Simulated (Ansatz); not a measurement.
TiAl3 in space group I4/mmm (No. 139; Al on 2b, Al on 4d, Ti on 2a) at seven volumes, plane-wave PAW LDA (Ansatz code), shape and atoms relaxed at each. One row is withheld.

| V (Å³/atom) | P (GPa) |
|---|---|
| 13.782 | 13.31 |
| 14.236 | 8.18 |
| 14.691 | 3.78 |
| 15.145 | 0.00 |
| 15.599 | -3.25 |
| 16.054 | ? |
| 16.508 | -8.42 |

**Question.** Fit the shown pressures and predict the withheld one.

**Answer.** P = (3/2)B₀(x^(7/2) − x^(5/2))[1 + (3/4)(B′ − 4)(x − 1)] with x = (V₀/V)^(2/3). Least squares on the six rows gives V₀ = 15.145 Å³/atom, B₀ = 116 GPa, B′ = 4.07. At V = 16.054, x = 0.9619 and P = -6.01 GPa. The run itself gave -6.03 GPa.

The cell was relaxed with LDA under the symmetry of its start; of distortions, only those at the zone centre were tested. The run is not spin-polarised.

Potentials: the later of the program's two PAW sets.
